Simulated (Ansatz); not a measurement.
SiPb: from a first guess to the relaxed zincblende type

First guess:

```xyz
2
Lattice="0.0000 3.2195 3.2195 3.2195 0.0000 3.2195 3.2195 3.2195 0.0000" Properties=species:S:1:pos:R:3 pbc="T T T"
Pb    0.0000    0.0000    0.0000
Si    1.6098    1.6098    1.6098
```

Method: DFT, PBE, PAW with Ansatz's default frozen-core files, scalar-relativistic (Ansatz 0.2.0).

Cell and atoms relax within the symmetry of the start on a 9×9×9 k mesh with 0.03 eV Fermi–Dirac smearing.

The start is built from a prototype, known or not as a phase of this compound; the cutoff is 420 eV.

No spin–orbit coupling, which matters for the heavy atoms here.

Problem. What is the pressure of the first guess?

Solution. -2.45 GPa.

Problem. What does it relax to?

Solution. a = 6.288 Å, b = 6.288 Å, c = 6.288 Å, α = 90.00°, β = 90.00°, γ = 90.00° (conventional cell), 31.08 Å³ per atom:
```
CELL_PARAMETERS angstrom
0.00000 3.14419 3.14419
3.14419 0.00000 3.14419
3.14419 3.14419 0.00000
ATOMIC_POSITIONS crystal
Pb 0.00000 0.00000 0.00000
Si 0.25000 0.25000 0.25000
```

Problem. How much energy does the relaxation release?

Solution. 19 meV/atom.
